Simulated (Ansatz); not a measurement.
This guess for AlC2N2 is about to be relaxed.

```xyz
10
Lattice="3.2571 -3.5408 0.0000 3.2571 3.5408 0.0000 0.0000 0.0000 7.0817" Properties=species:S:1:pos:R:3 pbc="T T T"
Al    0.0000    0.0000    0.0000
Al    3.2571    0.0000    3.5408
C     3.2571    2.2150    5.7558
C     3.2571   -2.2150    1.3258
C     3.2571    2.2150    1.3258
C     3.2571   -2.2150    5.7558
N     3.2571    1.3877    4.9285
N     3.2571   -1.3877    2.1531
N     3.2571    1.3877    2.1531
N     3.2571   -1.3877    4.9285
```

Computed with DFT PBE, scalar-relativistic, plane waves, PAW (Ansatz 0.2.0). Cutoff 420 eV, Gaussian smearing, Γ-centred meshes. Cell and atoms relax first on a coarse mesh and then on a finer one. In between, the cell is made exact in the group found at 0.06 Å. In metals the finer mesh still leaves noise of several meV/atom or more. The steps can't lower the symmetry of their start. No spin polarisation in the relaxation; trial moments died out in a coarse test.

A guess keeps its type if space group and coordination stay and the shape of the cell changes little (axis ratios within about 15 %, angles within 6°); the volume may change.

Q: Does it keep its structure type, or change into something else?

A: It doesn't keep its type. The symmetry stays Cmmm (No. 65). The volume per atom grows by 25.9 %, from 16.3 to 20.6 Å³. The shortest distance goes from 1.17 Å (C–N) to 1.18 Å (C–N). Counting neighbours within 15 % of an atom's shortest distance, the start has Al 4, C 1, N 1 and the end Al 4, C 1, N 1. In detail, at the end Al on its first site is surrounded by 4 C at 1.98 Å; C is surrounded by 1 N at 1.18 Å and 1 Al at 1.98 Å; around N lie 1 C at 1.18 Å and 1 Al at 1.87 Å; 1 more site not described.

Space group Cmmm (No. 65). a = 7.098 Å, b = 8.134 Å, c = 7.125 Å, α = 90.00°, β = 90.00°, γ = 90.00°
| atom | site | symmetry | x | y | z |
| --- | --- | --- | --- | --- | --- |
| Al | 2a | mmm | 0.0000 | 0.0000 | 0.0000 |
| Al | 2c | mmm | 0.5000 | 0.0000 | 0.5000 |
| C | 8o | .m. | 0.1968 | 0.0000 | 0.8033 |
| N | 8o | .m. | 0.3136 | 0.0000 | 0.6854 |

The zero of energy is the elements' standard structures at the same level (N₂ as a molecule); no fitted shifts are applied.

Q: At what energy does it end?

A: +0.29 eV/atom. The separate elements lie lower, so it is unstable against them.

The last run used an 8×8×6 mesh (in the run's order of axes) for its 10-atom cell and Gaussian smearing of 0.10 eV. Weakly bound directions are ill-defined at this level, which has no dispersion term. The reference form of C is held partly by dispersion forces, which this level lacks. Symmetry constrained the relaxation, so the result can be a saddle point.
